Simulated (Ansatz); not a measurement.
MgB$_{2}$: frozen-core PAW against all-electron methods

```
CELL_PARAMETERS angstrom
2.99245 0.00000 0.00000
-1.49623 2.59154 0.00000
0.00000 0.00000 3.52300
ATOMIC_POSITIONS crystal
Mg 0.00000 0.00000 0.00000
B 0.33333 0.66667 0.50000
B 0.66667 0.33333 0.50000
```

Atoms are numbered in the order listed.

The geometry is COD entry 1000026, unchecked; take it as a test cell. The listed cell was then made from it by scaling, straining or moving an atom.

All numbers are computed: DFT, LDA, PAW with Ansatz's default frozen-core files, scalar-relativistic (Ansatz 0.2.0); DFT, LDA, all-electron PAW with datasets made for the crystal, scalar-relativistic (Ansatz 0.2.0); DFT, LDA, all-electron LAPW, scalar-relativistic (Ansatz 0.2.0).

For PAW: a Γ-centred 12×12×9 k mesh, Fermi–Dirac smearing of 0.05 eV, cutoff 420 eV, no spin polarisation; the PAW files were made with PBE, and the program remakes their frozen cores for this functional. The crystal-made all-electron datasets (AE datasets) take a cutoff of 340 eV at this cell. LAPW targets a basis error of 0.5 meV/atom. The Ansatz runs share mesh, smearing and spin set-up. Plane-wave (PAW) pressures include the program's estimate of the Pulay term.

Stress and pressure are positive in compression.

The change that made this cell: equal xx and yy strain of -3 %.

In a metal, gradients converge slowly with the k mesh: the values move by tens of per cent from one mesh to another, at times in sign, so only the comparison on one mesh counts.

```
                            quantity    PAW  AE datasets   LAPW
                      pressure (GPa)   3.14         3.14   3.14
                     stress xx (GPa)   7.12         7.10   7.10
                     stress zz (GPa)  -4.82        -4.79  -4.79
field gradient Vzz at B2 (10²¹ V/m²)   1.83         1.85      –
```

PAW's pressure differs from the LAPW value by about 0.01 GPa or less.
